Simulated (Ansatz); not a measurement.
Given:

SnSe2:
```cif
data_Se8Sn4
_chemical_formula_sum 'Se8 Sn4'
_space_group_name_H-M_alt 'Ibam'
_space_group_IT_number 72
_space_group_name_Hall '-I 2 2c'
_cell_length_a 6.77412
_cell_length_b 10.81440
_cell_length_c 6.77085
_cell_angle_alpha 90.000
_cell_angle_beta 90.000
_cell_angle_gamma 90.000
loop_
_atom_site_label
_atom_site_type_symbol
_atom_site_symmetry_multiplicity
_atom_site_Wyckoff_symbol
_atom_site_fract_x
_atom_site_fract_y
_atom_site_fract_z
_atom_site_occupancy
Se1 Se 8 j 0.20578 0.12549 0.00000 1
Sn1 Sn 4 a 0.00000 0.00000 0.25000 1
```
(The calculation used a cell of 6 atoms; values per cell refer to that cell.)

This is the PBE-relaxed structure.

Question: All from the program Ansatz at the PBE level (PAW), unless another level is named. Predict the hole effective mass.

Answer: 1.9, 2.7, 4.9 mₑ (principal values).

Question: Predict the electron effective mass.

Answer: 0.66, 0.90, 0.95 mₑ (principal values).

Question: Next, the band gap?

Answer: 1.65 eV (indirect).

A made-up cell: these elements were put on the sites of a structure type; neither database checked (COD, Materials Project) lists it. COD files the formula under space group No. 164, 217, so this cell is another polymorph or a model. Whether it is the stable phase at ambient conditions was not checked. The PBE relaxation kept the symmetry of its start; its stability against distortions is not shown here. A crystal of weakly bound chains computed without a dispersion correction: the cell and the soft elastic constants depend strongly on that. Scalar-relativistic: spin–orbit coupling is off unless named, which matters more the heavier the elements.

Potentials: the later of the program's two PAW sets.
